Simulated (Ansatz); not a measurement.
SiGe:
```
SiGe
1.0
    3.90074     0.00000     0.00000
   -1.95037     3.37814     0.00000
    0.00000     0.00000     6.44222
Si Ge
2 2
Direct
  0.66667   0.33333   0.87456
  0.33333   0.66667   0.37456
  0.66667   0.33333   0.50044
  0.33333   0.66667   0.00044
```

Cartesian axes are those of the cell as given.

Task: Give the high-frequency dielectric tensor and the Born effective charge tensors of the independent atoms from DFPT, PBEsol in the plane-wave PAW code Ansatz.

Result: 
ε∞:
```
14.1  0.00  0.00
0.00  14.1  0.00
0.00  0.00  15.3
```
Z* of atom 1 (Si), rows: field, columns: displacement, in e:
```
0.14  0.00  0.00
0.00  0.14  0.00
0.00  0.00  0.16
```
Z* of atom 3 (Ge), rows: field, columns: displacement, in e:
```
-0.14   0.00   0.00
 0.00  -0.14   0.00
 0.00   0.00  -0.16
```

Space group P6_3mc (wurtzite). The first step of the workflow began from a Materials Project structure, measured or hypothetical; the Crystallography Open Database copy checked does not list it. Whether it is the stable phase at ambient conditions was not checked. The cell was relaxed with PBEsol under the symmetry of its start; of distortions, only those at the zone centre were tested. Scalar-relativistic: spin–orbit coupling is off unless named, which matters more the heavier the elements.

Potentials: the earlier of the program's two PAW sets.
